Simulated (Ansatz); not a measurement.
This guess for MoH6 is about to be relaxed.

```
CELL_PARAMETERS angstrom
3.78931 0.00000 0.00000
0.00000 3.78931 0.00000
0.00000 0.00000 7.57863
ATOMIC_POSITIONS crystal
H 0.50000 0.00000 0.00000
H 0.50000 0.00000 0.50000
H 0.00000 0.50000 0.00000
H 0.00000 0.50000 0.50000
H 0.00000 0.00000 0.25000
H 0.00000 0.00000 0.75000
Mo 0.00000 0.00000 0.00000
```

Method: DFT PBE, scalar-relativistic, plane waves, PAW in Ansatz 0.2.0. Cutoff 420 eV, Gaussian smearing, Γ-centred meshes. Cell and atoms relax first on a coarse mesh and then on a finer one. In between, the cell is made exact in the group found at 0.06 Å. In metals the finer mesh still leaves noise of several meV/atom or more. The steps can't lower the symmetry of their start. Collinear spin is switched on along the way, since trial moments persisted in a coarse test.

A guess keeps its type if space group and coordination stay and the shape of the cell changes little (axis ratios within about 15 %, angles within 6°); the volume may change.

**Question.** Does this structure survive the relaxation?

**Answer.** It doesn't keep its type. The symmetry stays P4/mmm (No. 123). The volume per atom shrinks by 45.4 %, from 15.5 to 8.5 Å³. The shortest distance goes from 1.89 Å (Mo–H) to 0.87 Å (H–H). The ratio c/a of the conventional cell changes by a factor of 0.60. Counting neighbours within 15 % of an atom's shortest distance, the start has H 1/2/8, Mo 6 and the end H 1/2/4, Mo 6. In detail, at the end H on a site of symmetry mmm has 2 Mo at 1.83 Å and 2 H at 2.21 Å; around H on a second site of symmetry mmm lie 4 H at 1.88 Å and 2 H at 2.21 Å (long contacts); around Mo lie 6 H at 1.77–1.83 Å; 1 more site not described.

```
H Mo
1.0
     3.66682    0.00000    0.00000
     0.00000    3.66682    0.00000
     0.00000    0.00000    4.41941
H Mo
6 1
Direct
  0.50000 0.00000 0.00000
  0.50000 0.00000 0.50000
  0.00000 0.50000 0.00000
  0.00000 0.50000 0.50000
  0.00000 0.00000 0.40111
  0.00000 0.00000 0.59889
  0.00000 0.00000 0.00000
```

Energies over the elements count from the elements' standard structures at the same level (H₂ as a molecule), with no fitted energy shifts.

**Question.** At what energy does it end?

**Answer.** +1.10 eV/atom. The separate elements lie lower, so it is unstable against them.

The last run used collinear spin, a 10×10×8 mesh (in the run's order of axes) for its 7-atom cell and Gaussian smearing of 0.10 eV. With hydrogen, zero-point motion can shift formation energies by some tens of meV/atom. Another magnetic order may lie lower. A structure relaxed within its symmetry needn't be a true minimum.

In counts of neighbours, a slash parts the counts of unlike sites.
